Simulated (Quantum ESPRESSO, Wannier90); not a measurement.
## ZnS (wurtzite): Wannier90 run

```
CELL_PARAMETERS angstrom
      3.80580     0.00000     0.00000
     -1.90290     3.29592     0.00000
      0.00000     0.00000     6.23798
ATOMIC_POSITIONS crystal
  Zn 0.33333 0.66667 0.00014
  Zn 0.66667 0.33333 0.50014
  S  0.33333 0.66667 0.37486
  S  0.66667 0.33333 0.87486
```

Structure: Materials Project mp-560588, symmetrised, not relaxed again. COD (Crystallography Open Database) has the formula in 4 space groups, this one among them (matched by group alone). Method: PBEsol plane waves in Quantum ESPRESSO 7.5 (PseudoDojo norm-conserving files, 68 Ry, no spin polarisation, no spin-orbit coupling), Bloch states on a 6×6×4 mesh through Γ, Wannier90 4.0.1. Density: 12×12×6 mesh, cold smearing 0.01 Ry.

Functional, cutoff and mesh named above are those of the base row (6×6×4); the first column says what each row takes instead. Model: 18 functions from bands 9-26, start SCDM (isolated) (the valence bands). Energies are relative to the valence-band maximum; the misfit is to pw.x on a path, for all bands of the set. Only the mesh of Bloch states changes. Ω_total can sit in another minimum from row to row; Ω_I of an isolated set cannot.

| mesh | Ω_I (Å²) | Ω_total (Å²) | rms misfit (meV) | k-points (cost) | rough cost of nscf and overlaps (first row = 1) |
|---|---|---|---|---|---|
| 2×2×2 | 10.81 | 12.39 | 152 | 8 | 1.0 |
| 3×3×2 | 11.98 | 13.64 | 55 | 18 | 2.1 |
| 4×4×3 | 12.98 | 14.59 | 20 | 48 | 4 |
| 5×5×3 | 13.38 | 14.98 | 15 | 75 | 6 |
| 6×6×4 | 13.78 | 15.35 | 4.3 | 144 | 11 |
| 7×7×5 | 14.02 | 15.55 | 3.5 | 245 | 18 |
